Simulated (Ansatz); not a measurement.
Consider the following.

CaO:
```yaml
crystal:
  lattice:
    - [0.00000, 2.58984, 2.58984]
    - [2.58984, 0.00000, 2.58984]
    - [2.58984, 2.58984, 0.00000]
  atoms:
    - { symbol: Ca, position: [0.00000, 0.00000, 0.00000] }
    - { symbol: O, position: [0.25000, 0.25000, 0.25000] }
```

This is the PBEsol-relaxed structure.

Question: All from PBEsol (plane waves, PAW; program Ansatz), unless another level is named. Give the band gap.

Answer: 3.27 eV (indirect).

Question: What about the HSE06 gap on the PBEsol cell?

Answer: 4.80 eV.

Question: Predict the weight of the conduction-edge state by species (Voronoi cells).

Answer: Ca 53 %, O 47 %.

Question: And the weight of the valence-edge state by species (Voronoi cells)?

Answer: O 90 %, Ca 10 %.

Space group F-43m (zinc blende). The start of the workflow was typed in or built on a structure type; neither database checked (COD, Materials Project) lists it. It is not the phase usual at ambient conditions (space group No. 225). Symmetry was held in the PBEsol relaxation; phonons on a q-mesh show no instability.

Potentials: the later of the program's two PAW sets.
